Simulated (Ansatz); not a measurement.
Computed with Ansatz 0.2.0, DFT PBE, scalar-relativistic, plane waves, PAW, and for the lanthanide a 4f-in-core norm-conserving potential. All cells share a 690 eV cutoff and Γ-centred k meshes spaced at most about 0.3 Å⁻¹ (about 0.25 or finer for metals, 2π included). No spin polarisation in the final relaxations.

These are static total energies at zero pressure.

Compare these two cells of Tm3F, each relaxed at this level.

1. Space group P4/mmm (No. 123), tetragonal, a = 3.311 Å, c = 8.662 Å. Around Tm on a site of symmetry 4/mmm lie 12 Tm at 3.31–3.41 Å; Tm on a site of symmetry 4mm has 4 F at 2.99 Å, 8 Tm at 3.31–3.41 Å and 1 Tm at 3.71 Å; around F lie 8 Tm at 2.99 Å and 4 F at 3.31 Å.

2. Space group Fm-3m (No. 225), cubic, a = 7.499 Å. Around Tm on a site of symmetry -43m lie 4 F at 3.25 Å, 4 Tm at 3.25 Å and 6 Tm at 3.75 Å; Tm on a site of symmetry m-3m has 8 Tm at 3.25 Å and 6 F at 3.75 Å; F is surrounded by 8 Tm at 3.25 Å and 6 Tm at 3.75 Å.

**Question.** Which form is favoured at zero pressure, and by what margin per atom?

**Answer.** Cell 1 is lower, by 0.71 eV/atom. Cell 1 has space group P4/mmm (No. 123), 23.7 Å³/atom and no gap on its mesh; cell 2 has the BiF3 (D0_3) type, space group Fm-3m (No. 225), 26.4 Å³/atom and no gap. Counting Tm atoms around F (those within 1.25 times the shortest such distance or 1.15 times the sum of covalent radii; a plus sign parts nearer from farther groups; the shortest distance is added where it is long for a bond), cell 1 has F 8 from 3.0 Å and cell 2 has F 8+6 from 3.2 Å. The denser one is the lower, and pressure would at first widen the difference. Both come from invented guesses. A third cell relaxed alike, in Amm2, lies 0.35 eV/atom below the lower of the two; the P4/mmm cell fell into it when its atoms were moved at random.

Cells relaxed within their symmetry can be saddle points.

The lanthanide is trivalent by construction, without f bands, f moments or other valences.
